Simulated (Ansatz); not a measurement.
Here is the system:

Mg$_{2}$TeS:
```
CELL_PARAMETERS angstrom
      2.12818     1.22870     7.02259
     -2.12818     1.22870     7.02259
      0.00000    -2.45741     7.02259
ATOMIC_POSITIONS crystal
  Mg 0.99054 0.99054 0.99054
  Mg 0.51049 0.51049 0.51049
  Te 0.12246 0.12246 0.12246
  S  0.62648 0.62648 0.62648
```

This is the PBEsol-relaxed structure. x, y and z are the axes in which the lattice vectors are written.

All from PBEsol (plane waves, PAW; program Ansatz), unless another level is named. Give the formation energy from the elements (no fitted shifts).

-1.06 eV/atom.

Give the band gap.

1.40 eV (direct).

And the hole effective mass, band 1 of 2 at the edge?

1.0 along x, 7.6 along z (mₑ).

Predict the weight of the conduction-edge state by species (Voronoi cells).

Mg 64 %, S 27 %, Te 9 %.

What about the weight of the valence-edge state by species (Voronoi cells)?

Te 81 %, Mg 18 %.

Space group R3m. The workflow started from a Materials Project entry (that database holds measured and hypothetical structures alike); the Crystallography Open Database copy checked does not list it. Whether it is the stable phase at ambient conditions was not checked. Symmetry was held in the PBEsol relaxation; its stability against distortions is not shown here. The references are the lowest solids computed at this level, not always the standard phases. Spin–orbit coupling is left out wherever it is not named.

Potentials: the later of the program's two PAW sets.
